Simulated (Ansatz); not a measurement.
BaGaHO$_{2}$:
```
CELL_PARAMETERS angstrom
      3.98003     0.00000     0.00000
      0.00000     3.98003     0.00000
      0.00000     0.00000     3.89773
ATOMIC_POSITIONS crystal
  Ba 0.50000 0.50000 0.50000
  Ga 0.00000 0.00000 0.00000
  O  0.50000 0.00000 0.00000
  O  0.00000 0.50000 0.00000
  H  0.00000 0.00000 0.50000
```

Relaxed with r²SCAN.

Give the Bader charges and basin volumes of the independent atoms, DFT-r²SCAN in the program Ansatz with PAW potentials.



```json
[
 {"atom": "Ba1", "Bader charge (e)": "+1.54", "Bader volume (Å³)": "20.9"},
 {"atom": "Ga2", "Bader charge (e)": "+1.78", "Bader volume (Å³)": "8.3"},
 {"atom": "O3", "Bader charge (e)": "-1.37", "Bader volume (Å³)": "12.5"},
 {"atom": "H5", "Bader charge (e)": "-0.57", "Bader volume (Å³)": "7.5"}
]
```

Space group P4/mmm. The start of the workflow was typed in or built on a structure type; neither database checked (COD, Materials Project) lists it. Whether it is the stable phase at ambient conditions was not checked. The r²SCAN relaxation kept the symmetry of its start; whether a distortion lowers the energy is not shown. Scalar-relativistic: spin–orbit coupling is off unless named, which matters more the heavier the elements.

Potentials: the earlier of the program's two PAW sets.
